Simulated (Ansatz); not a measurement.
This cell of BN (zinc blende) is off equilibrium:

```
CELL_PARAMETERS angstrom
      0.00000     1.81205     1.81205
      1.81205     0.00000     1.81205
      1.81205     1.81205     0.00000
ATOMIC_POSITIONS crystal
  N  0.73083 0.73083 0.76917
  B  0.02483 0.02483 0.97517
```

These are PBE (plane waves to 420 eV, PAW, scalar-relativistic; Ansatz, a program for electronic structure) values and carry that method's errors. k mesh 16×16×16 (Γ-centred), Fermi-Dirac smearing 0.05 eV. Compression counts positive. BN was relaxed with its symmetry unable to fall. The PAW data are Ansatz's earlier set.

Predict the force on every atom, in eV/Å.


| atom | Fx | Fy | Fz |
|---|---|---|---|
| N1 | 0.000 | 0.000 | 3.560 |
| B2 | 0.000 | 0.000 | -3.560 |

Give the stress tensor in GPa and the pressure.


```
    8.2     -3.0      0.0
   -3.0      8.2      0.0
    0.0      0.0      5.1
```
The pressure, a third of the trace, is 7.2 GPa.

(For displaced atoms, the force is minus the slope of the energy, and its curvature is a force constant, which sets phonon frequencies.)
